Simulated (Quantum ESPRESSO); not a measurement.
```cif
data_O16Si8
_chemical_formula_sum 'O16 Si8'
_space_group_name_H-M_alt 'Imma'
_space_group_IT_number 74
_space_group_name_Hall '-I 2b 2'
_cell_length_a 5.24667
_cell_length_b 9.55351
_cell_length_c 8.88335
_cell_angle_alpha 90.000
_cell_angle_beta 90.000
_cell_angle_gamma 90.000
loop_
_space_group_symop_operation_xyz
  'x, y, z'
  '-x, -y, -z'
  '-x, -y+1/2, z'
  'x, y+1/2, -z'
  'x, -y, -z'
  '-x, y, z'
  '-x, y+1/2, -z'
  'x, -y+1/2, z'
  'x+1/2, y+1/2, z+1/2'
  '-x+1/2, -y+1/2, -z+1/2'
  '-x+1/2, -y, z+1/2'
  'x+1/2, y, -z+1/2'
  'x+1/2, -y+1/2, -z+1/2'
  '-x+1/2, y+1/2, z+1/2'
  '-x+1/2, y, -z+1/2'
  'x+1/2, -y, z+1/2'
loop_
_atom_site_label
_atom_site_type_symbol
_atom_site_symmetry_multiplicity
_atom_site_Wyckoff_symbol
_atom_site_fract_x
_atom_site_fract_y
_atom_site_fract_z
_atom_site_occupancy
O1 O 4 e 0.00000 0.75000 0.11931 1
O2 O 8 g 0.25000 0.54318 0.25000 1
O3 O 4 a 0.00000 0.00000 0.00000 1
Si1 Si 8 h 0.00000 0.58460 0.15506 1
```
(The calculation used a cell of 12 atoms; values per cell refer to that cell.)

The geometry is that of Materials Project entry mp-600000, symmetrised and not relaxed again.

Question: What does norm-conserving PBEsol (Quantum ESPRESSO, 84 Ry, no spin-orbit coupling) give for the electronic structure near the Fermi level?

Answer: The PBEsol gap is direct, 5.60 eV at Γ. 

This is not the ordinary phase of the substance; no match was found in the copy of COD used, and its stability was not checked.

Letters of k points follow the standard setting of the lattice, whose axes may be ordered differently from the printed cell.
